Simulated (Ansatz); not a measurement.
The following input was run with Ansatz 0.2.0.

```yaml
crystal:
  lattice:
    - [3.2077956456, 0.0, 0.0]
    - [0.0, 3.2077956456, 0.0]
    - [0.0, 0.0, 13.7905968639]
  atoms:
    - { symbol: Hf, position: [0.5, 0.5, 0.3306340629] }
    - { symbol: Hf, position: [0.5, 0.5, 0.6693659371] }
    - { symbol: Hf, position: [0.0, 0.0, 0.1758900741] }
    - { symbol: Hf, position: [0.0, 0.0, 0.8241099259] }
    - { symbol: Hf, position: [0.0, 0.0, 0.5] }
    - { symbol: Pb, position: [0.5, 0.5, 0.0] }
basis:
  ecutwfc: 420
kpoints:
  mp_grid: { grid: [12, 12, 4] }
hamiltonian:
  xc: pbesol
scf:
  occupations: { method: gaussian, width: 0.1 }
output:
  forces: true
  stress: true
  eigenvalues: true
  populations: true
```

It can be run as
```bash
ansatz run input.yaml --threads 1 --pin off --backend cpu --events-out ev --progress --plain --runs-dir out  # memory cap (--max-ram) not shown
```

Computed with DFT PBEsol, scalar-relativistic, plane waves, PAW in Ansatz 0.2.0.

Abridged output:

```
Pseudopotentials: kind: paw
Pseudopotential: Hf, paw, valence charge 26, recommended cutoff 420 eV (normal)
Pseudopotential: Pb, paw, valence charge 14, recommended cutoff 420 eV (normal)
Functional definition: PBEsol
Crystal: 6 atoms, lattice volume = 141.905 Å³
Basis set: ecut = 420 eV, 2791 PW (Γ), exchange–correlation on 48×48×192 points (8 copies of the dense FFT grid, shifted against one another)
Bands: 87, of which v1, the nominal top of the filled ones, is band 72 counted from 1 (71 counted from 0)
Symmetry: 16 space group operations
Space group: P4/mmm (ITA 123), of the structure as read, at distance tolerance 5.2e-5 Å
k-points: 84 of 576
Initial density: superposition of atomic densities (neutral atoms: chi_scale 0, normalization atom), corrected by the library's trained network
Initial wavefunctions: pseudopotential atomic-orbital guess
Functional: x = pbesol(κ = 0.804, μ = 0.12345679), c = pbesol(β = 0.046)
SCF iter   1: F=—  HF=-89744.938254 eV  |F-HF|=—  |Δ(HF+E_count)|=         —  Δρ=1.02e-2  dr2=4.26e0  ethr=1.77e-3  ⟨swp⟩=5.3  Hψ=22875  notcnv=0  defer=27
SCF iter   2: F=—  HF=-89744.841083 eV  |F-HF|=—  |Δ(HF+E_count)|=   9.72e-2  Δρ=5.17e-3  dr2=1.26e0  ethr=1.77e-3  ⟨swp⟩=1.0  Hψ=8484  notcnv=0  defer=36
SCF iter   3: F=—  HF=-89744.808000 eV  |F-HF|=—  |Δ(HF+E_count)|=   3.31e-2  Δρ=2.28e-3  dr2=1.16e-1  ethr=8.75e-4  ⟨swp⟩=2.0  Hψ=9235  notcnv=0  defer=50
SCF iter   4: F=—  HF=-89744.793170 eV  |F-HF|=—  |Δ(HF+E_count)|=   1.48e-2  Δρ=1.58e-3  dr2=1.92e-2  ethr=8.04e-5  ⟨swp⟩=2.0  Hψ=10607  notcnv=0  defer=224
SCF iter   5: F=—  HF=-89744.790417 eV  |F-HF|=—  |Δ(HF+E_count)|=   2.75e-3  Δρ=4.91e-4  dr2=5.99e-3  ethr=1.33e-5  ⟨swp⟩=2.0  Hψ=7625  notcnv=0  defer=243
SCF iter   6: F=—  HF=-89744.790189 eV  |F-HF|=—  |Δ(HF+E_count)|=   2.27e-4  Δρ=2.67e-4  dr2=2.71e-4  ethr=4.16e-6  ⟨swp⟩=2.0  Hψ=9355  notcnv=0  defer=256
SCF iter   7: F=—  HF=-89744.790071 eV  |F-HF|=—  |Δ(HF+E_count)|=   1.18e-4  Δρ=1.58e-4  dr2=2.95e-4  ethr=1.88e-7  ⟨swp⟩=2.0  Hψ=12750  notcnv=0  defer=269
SCF iter   8: F=—  HF=-89744.790075 eV  |F-HF|=—  |Δ(HF+E_count)|=   4.22e-6  Δρ=4.39e-5  dr2=4.51e-5  ethr=1.88e-7  ⟨swp⟩=2.0  Hψ=7318  notcnv=0  defer=269
SCF iter   9: F=—  HF=-89744.790027 eV  |F-HF|=—  |Δ(HF+E_count)|=   4.86e-5  Δρ=1.59e-5  dr2=2.04e-6  ethr=3.13e-8  ⟨swp⟩=2.0  Hψ=8436  notcnv=0  defer=529
SCF iter  10: F=—  HF=-89744.790026 eV  |F-HF|=—  |Δ(HF+E_count)|=   1.63e-7  Δρ=1.25e-5  dr2=3.92e-7  ethr=1.41e-9  ⟨swp⟩=2.0  Hψ=12800  notcnv=0  defer=529
SCF iter  11: F=-89744.790026 eV  HF=-89744.790026 eV  |F-HF|=3.99e-8  |Δ(HF+E_count)|=   2.27e-7  Δρ=5.39e-6  dr2=6.30e-8  ethr=6.94e-11  ⟨swp⟩=11.2  Hψ=38051  notcnv=0
SCF 1 converged in 11 iterations: F = -89744.790026 eV  dr2 = 6.30e-8
SCF converged after 11 iterations
Free energy (F): -89744.790026 eV
Harris-Foulkes:  -89744.790026 eV  (|F-HF|=3.99e-8)
Internal energy: -89744.755135 eV  (E = F + TS)
E sigma→0 (E₀):  -89744.772580 eV
Entropy (-TS):   -0.034892 eV (-5.815 meV/atom)
Fermi energy:    17.884644 eV
--- Per-component energies (eV) ---
  E_band       = -24.707092
  E_kinetic    = 2406.251015
  E_local      = -30286.142770  (includes V_loc(G=0)·N_el)
  E_nonlocal   = -5843.043645
  E_hartree    = 14198.240450
  E_xc         = -1704.208348
  E_vxc        = -1458.195667  (∫ρ·V_xc dr)
  E_paw        = -44292.809148  (= ΣΔE_a)
  E_vpaw       = 6759.940713  (= ΣTr[D̂ρ^β])
  E_aug_tail   = 0.000041  (compensation charges beyond the density's cutoff)
  E_ewald      = -24229.360305
  E_core_change = 6.317574  (= ΣΔE_core)
  E_smearing   = -0.034892  (= −TS)
--- Forces (eV/Å), atoms counted from 1 ---
  atom   1  Hf     0.00000000     0.00000000     0.30007892
  atom   2  Hf     0.00000000     0.00000000    -0.30007892
  atom   3  Hf     0.00000000     0.00000000     0.12453006
  atom   4  Hf     0.00000000     0.00000000    -0.12453006
  atom   5  Hf     0.00000000     0.00000000     0.00000000
  atom   6  Pb     0.00000000     0.00000000     0.00000000
--- Stress (GPa, compression-positive) ---
       -5.435035       0.000000       0.000000
        0.000000      -5.435035       0.000000
        0.000000       0.000000      -5.504633
  P = ⅓ Tr σ = -5.4582 GPa (-54.582 kbar)
--- Band table (eV; the first three rows and the last of 84) ---
  k-point 0: bands = ["-44.2571", "-44.2571", "-43.9123", "-43.8714", "-43.8619", "-13.0658", "-13.0584", "-12.7249", "-12.7249", "-12.7242", "-12.7242", "-12.7242", "-12.4584", "-12.4161", "-12.4161", "-12.3332", "-12.3332", "-12.3086", "-12.2685", "-12.2685", "0.5665", "0.8670", "1.1086", "1.1086", "1.1758", "5.7537", "5.7539", "5.7634", "5.7639", "5.7663", "5.7663", "5.7666", "5.7666", "5.7737", "5.7740", "5.7962", "5.7962", "5.7971", "5.7971", "6.1038", "6.1142", "6.1168", "6.1168", "6.1281", "6.1416", "6.1416", "6.1516", "6.1516", "6.1546", "6.1546", "6.1583", "6.1589", "6.1617", "6.1694", "6.1744", "6.1822", "6.1849", "6.1849", "6.1901", "6.1901", "6.5835", "11.2795", "11.3819", "13.67 ...
  k-point 1: bands = ["-44.2571", "-44.2571", "-43.9123", "-43.8714", "-43.8619", "-13.0676", "-13.0565", "-12.7250", "-12.7250", "-12.7245", "-12.7241", "-12.7241", "-12.4581", "-12.4161", "-12.4161", "-12.3332", "-12.3332", "-12.3087", "-12.2685", "-12.2685", "0.5665", "0.8670", "1.1086", "1.1086", "1.1758", "5.7537", "5.7539", "5.7634", "5.7639", "5.7663", "5.7663", "5.7666", "5.7666", "5.7737", "5.7740", "5.7962", "5.7962", "5.7971", "5.7971", "6.1038", "6.1142", "6.1168", "6.1168", "6.1281", "6.1416", "6.1416", "6.1516", "6.1516", "6.1546", "6.1546", "6.1583", "6.1589", "6.1617", "6.1694", "6.1744", "6.1822", "6.1849", "6.1849", "6.1901", "6.1901", "6.5838", "11.0381", "11.7888", "13.04 ...
  k-point 2: bands = ["-44.2571", "-44.2571", "-43.9123", "-43.8714", "-43.8619", "-13.0689", "-13.0551", "-12.7250", "-12.7250", "-12.7248", "-12.7241", "-12.7241", "-12.4578", "-12.4161", "-12.4161", "-12.3332", "-12.3332", "-12.3088", "-12.2685", "-12.2685", "0.5665", "0.8670", "1.1086", "1.1086", "1.1758", "5.7537", "5.7539", "5.7634", "5.7639", "5.7663", "5.7663", "5.7666", "5.7666", "5.7737", "5.7740", "5.7962", "5.7962", "5.7971", "5.7971", "6.1038", "6.1142", "6.1168", "6.1168", "6.1281", "6.1416", "6.1416", "6.1516", "6.1516", "6.1546", "6.1546", "6.1583", "6.1589", "6.1617", "6.1694", "6.1744", "6.1822", "6.1849", "6.1849", "6.1901", "6.1901", "6.5842", "10.9400", "12.3116", "12.44 ...
  k-point 83: bands = ["-44.2214", "-44.2214", "-43.8689", "-43.8387", "-43.8387", "-13.0886", "-13.0886", "-13.0844", "-13.0844", "-12.9014", "-12.8992", "-12.7747", "-12.7747", "-12.6395", "-12.6395", "-12.5432", "-12.5432", "-12.5127", "-12.4523", "-12.4493", "0.7424", "0.9089", "0.9089", "1.1884", "1.3992", "5.7563", "5.7563", "5.7565", "5.7576", "5.7581", "5.7581", "5.7756", "5.7760", "5.7860", "5.7860", "5.7863", "5.7863", "5.7999", "5.7999", "6.1104", "6.1104", "6.1188", "6.1266", "6.1340", "6.1340", "6.1477", "6.1477", "6.1488", "6.1488", "6.1556", "6.1578", "6.1597", "6.1681", "6.1681", "6.1690", "6.1690", "6.1810", "6.1821", "6.1936", "6.1936", "11.6805", "14.7223", "14.9120", "14. ...
--- Löwdin populations: 6 sites ---
  site symbol q [e]
     0     Hf     25.8478
     1     Hf     25.8478
     2     Hf     25.8292
     3     Hf     25.8292
     4     Hf     25.9184
     5     Pb     14.2708
  spilling = 0.003173 (of n_electrons = 144.000000)
```

The calculation finished and met its thresholds.

Spin–orbit coupling is left out, which can shift energies with elements as heavy as these.